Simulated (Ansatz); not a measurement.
Ansatz input

```yaml
crystal:
  lattice:
    - [-1.5756876273, 1.5756876273, 1.5756876273]
    - [1.5756876273, -1.5756876273, 1.5756876273]
    - [1.5756876273, 1.5756876273, -1.5756876273]
  atoms:
    - { symbol: Pd, position: [0.0, 0.0, 0.0], spin: 0.5 }
hamiltonian:
  xc: mr2scan
  pseudopotentials:
    kind: paw
    azcp:
      Pd: "pseudopotentials/Pd.paw.azcp"
basis:
  ecutwfc: 500
  fft_grid_basis: typed
kpoints:
  mp_grid: { grid: [16, 16, 16], shift: [0, 0, 0] }
magnetization:
  spin_polarized: true
scf:
  occupations: { method: fermi_dirac, width: 0.05 }
  lower_state_search: "off"
output:
  stress: true
```

and its output:

```
Engine: ansatz 0.2.0, aarch64-unknown-linux-gnu
Pseudopotentials: kind: paw
Pseudopotential: Pd, paw, valence charge 18, recommended cutoff 500 eV (meta_gga) 
Functional definition: m-r2SCAN
  exchange = m_r2scan_x
  correlation = m_r2scan_c
Crystal: 1 atoms, lattice volume = 15.648 Å³
Basis set: ecut = 500 eV, 381 PW (Γ), exchange–correlation on 80×80×80 points (64 copies of the dense FFT grid, shifted against one another)
Bands: 14, of which v1, the nominal top of the filled ones, is band 9 counted from 1 (8 counted from 0)
Symmetry: 48 space group operations
Space group: Im-3m (ITA 229), of the structure as read, at distance tolerance 2.5e-5 Å
Magnetic group: BNS 229.140 (UNI 1642), of the structure as read, at distance tolerance 2.5e-5 Å
k-points: 145 of 4096
Non-local potential: Pd, projectors of the file, l = 0: 2, l = 1: 2, l = 2: 2, l = 3: 1
PAW form: soft (Blöchl's): semilocal exchange-correlation on the pseudo side does not see the compensation charge
PAW frozen core: Pd, regenerated for the run's functional (the file was generated under x = pbe(κ = 0.804, μ = 0.2195149727645171), c = pbe(β = 0.06672455060314922))
PAW one-centre angular grid: Pd, 590 points (default); XC on 160 Gauss nodes
Initial density: superposition of atomic densities (chi_scale 0.1, normalization cell)
Starting moments: Σ|m| = 0.5 μB on 1 of 1 site
Initial wavefunctions: pseudopotential atomic-orbital guess
Functional: x = mr2scan, c = mr2scan; τ floored in thin density (d = 2e-4 eV/Å³)
SCF iter   1: F=-6984.492330 eV  HF=-6986.266461 eV  |F-HF|=1.77e0  |Δ(HF+E_count)|=         —  Δρ=7.85e-2 (↑7.85e-2 ↓5.13e-2)  dr2=2.56e0  dr2_τ=1.48e-2  dr2_m=4.88e-2  M=0.253 μB ∫|m|=0.255 μB  β_m=0.30  ethr=3.10e-3  ⟨swp⟩=5.9  Hψ=23490  notcnv=0
SCF iter   2: F=-6985.665370 eV  HF=-6985.637887 eV  |F-HF|=2.75e-2  |Δ(HF+E_count)|=   6.29e-1  Δρ=2.45e-2 (↑2.45e-2 ↓2.11e-2)  dr2=1.11e-1  dr2_τ=1.25e-2  dr2_m=3.35e-2  M=0.209 μB ∫|m|=0.216 μB  β_m=0.30  ethr=3.10e-3  ⟨swp⟩=2.8  Hψ=10989  notcnv=0  defer=171  κ⁻¹=1.0e0(r=1)
SCF iter   3: F=-6985.682608 eV  HF=-6985.668695 eV  |F-HF|=1.39e-2  |Δ(HF+E_count)|=   3.08e-2  Δρ=1.72e-2 (↑1.53e-2 ↓1.72e-2)  dr2=2.64e-2  dr2_τ=1.26e-3  dr2_m=2.26e-2  M=0.181 μB ∫|m|=0.188 μB  β_m=0.30  ethr=6.15e-4  ⟨swp⟩=2.0  Hψ=6801  notcnv=0  defer=171  κ⁻¹=2.6e-3(r=2)
SCF iter   4: F=-6985.684214 eV  HF=-6985.681051 eV  |F-HF|=3.16e-3  |Δ(HF+E_count)|=   1.24e-2  Δρ=1.21e-2 (↑8.51e-3 ↓1.21e-2)  dr2=2.38e-3  dr2_τ=2.93e-4  dr2_m=1.51e-2  M=0.158 μB ∫|m|=0.166 μB  β_m=0.30  ethr=1.46e-4  ⟨swp⟩=2.9  Hψ=8438  notcnv=0  defer=171  κ⁻¹=1.1e-6(r=3)
SCF iter   5: F=-6985.686518 eV  HF=-6985.683114 eV  |F-HF|=3.40e-3  |Δ(HF+E_count)|=   2.06e-3  Δρ=8.79e-3 (↑8.20e-3 ↓8.79e-3)  dr2=8.33e-5  dr2_τ=1.81e-4  dr2_m=1.03e-2  M=0.140 μB ∫|m|=0.147 μB  β_m=0.30  ethr=1.32e-5  ⟨swp⟩=2.3  Hψ=6533  notcnv=0  defer=171  κ⁻¹=7.1e-7(r=4)
SCF iter   6: F=-6985.687251 eV  HF=-6985.684996 eV  |F-HF|=2.26e-3  |Δ(HF+E_count)|=   1.88e-3  Δρ=7.47e-3 (↑7.47e-3 ↓6.77e-3)  dr2=9.31e-5  dr2_τ=1.19e-4  dr2_m=7.26e-3  M=0.123 μB ∫|m|=0.131 μB  β_m=0.30  ethr=4.63e-7  ⟨swp⟩=2.3  Hψ=6720  notcnv=0  defer=171  κ⁻¹=1.3e-8(r=5)
SCF iter   7: F=-6985.687882 eV  HF=-6985.686218 eV  |F-HF|=1.66e-3  |Δ(HF+E_count)|=   1.22e-3  Δρ=6.08e-3 (↑6.01e-3 ↓6.08e-3)  dr2=1.06e-6  dr2_τ=8.53e-5  dr2_m=5.24e-3  M=0.109 μB ∫|m|=0.116 μB  β_m=0.68  ethr=4.63e-7  ⟨swp⟩=1.8  Hψ=5062  notcnv=0  defer=171
Mixer restart at iter 7: flushing history
...
SCF iter  14: F=-6985.689883 eV  HF=-6985.689882 eV  |F-HF|=3.53e-7  |Δ(HF+E_count)|=   6.86e-6  Δρ=2.78e-6 (↑2.78e-6 ↓1.65e-6)  dr2=5.50e-10  dr2_τ=3.03e-11  dr2_m=2.43e-10  M=0.000 μB ∫|m|=0.000 μB  β_m=1.20  ethr=3.74e-12  ⟨swp⟩=4.0  Hψ=11449  notcnv=0  κ⁻¹=7.8e-8(r=7)
iter 15 did not close the SCF: its close was put off for a magnetic moment that had not settled (scf_convergence_deferred on its scf_iter line)
SCF iter  15: F=-6985.689883 eV  HF=-6985.689883 eV  |F-HF|=1.93e-7  |Δ(HF+E_count)|=   1.50e-7  Δρ=3.21e-6 (↑3.21e-6 ↓3.20e-6)  dr2=1.57e-11  dr2_τ=7.69e-11  dr2_m=1.47e-9  M=-0.000 μB ∫|m|=0.000 μB  β_m=0.83  ethr=3.06e-12  ⟨swp⟩=3.1  Hψ=10538  notcnv=0  κ⁻¹=2.8e-8(r=8)
SCF iter  16: F=-6985.689883 eV  HF=-6985.689883 eV  |F-HF|=1.12e-9  |Δ(HF+E_count)|=   2.08e-7  Δρ=1.22e-7 (↑8.69e-8 ↓1.22e-7)  dr2=1.36e-12  dr2_τ=7.47e-14  dr2_m=8.73e-13  M=0.000 μB ∫|m|=0.000 μB  ethr=1.00e-12  ⟨swp⟩=1.0  Hψ=14018  notcnv=0
WARN: the starting moments were not kept: the SCF closed with an absolute magnetisation of 4.8e-6 μB, where they sum to 0.5 μB in size (1 site). That is at most 0.1 of that sum. Measured as dr2_m measures the in/out step, that magnetisation stands 2.3e-11 eV from none, at or under the dr2_threshold of 1.0e-7 eV: it is no larger than a step whose dr2_m would equal this threshold. The system may hold no moment; this SCF shows only that its start led to no more than that. To try another start: raise the starting moments (crystal.atoms[].spin, magnetization.per_species, magnetization.initial_magnetization, or on a non-collinear deck that types none of these the spinor_matrix: blocks that start its atoms; where the total moment is fixed, keep their sum and leave initial_magnetization as it is; typed ones take the place of any that the run laid by itself, positive ones on a crystal's lanthanoids without a Hubbard term where scf.initial_density.shell_occupations: [] is typed) or, if the notice of its spin-set hold's release reads "site moments contracting" or "site moments show no strong build", lengthen the hold (scf.mixing.spin_hold: { on: { confirm: 4 } }; for m-r²SCAN on two components see the key's manual first). Each may lead to a state that holds a moment. A second SCF, from the converged charge density, with the starting moments and any scf.initial_density.shell_occupations laid on it anew, would have followed, and was not run: the deck does not ask for one (magnetization.retry_lost_moments is false, the default). To let it run, set magnetization.retry_lost_moments: true and run the deck again, where that key's refused combinations let it; where memory then withholds it, that run's warning says so.
SCF 1 converged in 16 iterations: F = -6985.689883 eV  dr2 = 1.36e-12
this state was not tested for a lower state beside it, because the mixer in use, unlike msr1, does not test its closes by its own steps (another_mixer; see scf.mixing.algorithm and scf.lower_state_search)
SCF converged after 16 iterations
Magnetization: 0.0000 μB (9.0000 up, 9.0000 down)
Absolute magnetization: 0.0000 μB (∫|ρ↑−ρ↓|, with the PAW one-centre terms)
Spin contamination: 0.0000 ħ² per cell (⟨S²⟩ above its minimum at these occupations)
Per-site moments (μB) at R_I (Å): [(4.189605116267426e-6, 1.125783048778267)]
Free energy (F): -6985.689883 eV
Harris-Foulkes:  -6985.689883 eV  (|F-HF|=1.12e-9)
Internal energy: -6985.679354 eV  (E = F + TS)
E sigma→0 (E₀):  -6985.684619 eV
Entropy (-TS):   -0.010529 eV (-10.529 meV/atom)
Fermi energy:    18.110793 eV
--- Per-component energies (eV) ---
  E_band       = -177.217675
  E_kinetic    = 514.718065
  E_local      = -1836.780681  (includes V_loc(G=0)·N_el)
  E_nonlocal   = 218.038585
  E_hartree    = 744.739292
  E_xc         = -159.775896
  E_vxc        = -231.645262  (∫ρ·V_xc dr)
  E_paw        = -3772.296895  (= ΣΔE_a)
  E_vpaw       = -348.056736  (= ΣTr[D̂ρ^β])
  E_aug_tail   = 0.000112  (compensation charges beyond the density's cutoff)
  E_vtau       = 17.029683  (kinetic-family band-sum trace: ∫τ·v_τ [+ j·A + Jᵃ·Aᵃ] dr)
  E_ewald      = -2693.869849
  E_core_change = -0.452087  (= ΣΔE_core)
  E_smearing   = -0.010529  (= −TS)
  E_closure    = 0.000000  (closes the sum)
  Σ components = -6985.689883   (vs F -6985.689883, Δ=0.00e0)
--- Stress (GPa, compression-positive) ---
       -6.336117      -0.000000       0.000000
       -0.000000      -6.336117      -0.000000
       -0.000000       0.000000      -6.336117
  P = ⅓ Tr σ = -6.3361 GPa (-63.361 kbar)
```

Launched by

```sh
ansatz run input.yaml --threads 2 --pin off --max-ram 5120MiB --backend cpu --events-out ev --progress --plain --runs-dir out
```

On 2 threads of Arm Neoverse V1 (shared host) this took about 10 s of wall time and 20 s of CPU time.
